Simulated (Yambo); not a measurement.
Data:

```
Mg2ZnO3
1.0
    3.03300     0.00000     0.00000
   -1.51650     2.62666     0.00000
    0.00000     0.00000     7.40332
O Mg Zn
3 2 1
Direct
  0.33333   0.66667   0.17262
  0.66667   0.33333   0.82738
  0.00000   0.00000   0.50000
  0.33333   0.66667   0.66580
  0.66667   0.33333   0.33420
  0.00000   0.00000   0.00000
```

Workflow: LDA (pw.x of Quantum ESPRESSO, ONCV potentials, no spin-orbit coupling), then G0W0 in Yambo (6×6×2 Γ-centred k mesh, bands 7 to 125 and a 8 Ry block in the screening, 125 bands in G with the Bruneval-Gonze terminator, plasmon pole fitted at 27.2 eV).

Question: Give the LDA and G0W0 gaps between the band edges found on this mesh, and say where the edges lie.

Answer: Edges: A → Γ. LDA: 2.87 eV; G0W0: 4.96 eV. Nearest settings tried, and what they do to the gap: 100 bands in W, 100 bands in G: +34 meV; 6 Ry block (101 vectors against 163): -119 meV; 9×9×4 mesh: -10 meV. So the settings aren't converged at that level. Oxides, nitrides and fluorides with a shallow 3d shell are known to need far more bands and larger blocks. 

Geometry of the Materials Project entry, not relaxed at this level.

The structure is a Materials Project entry; no match was found in the copy of COD used, and its stability was not checked.
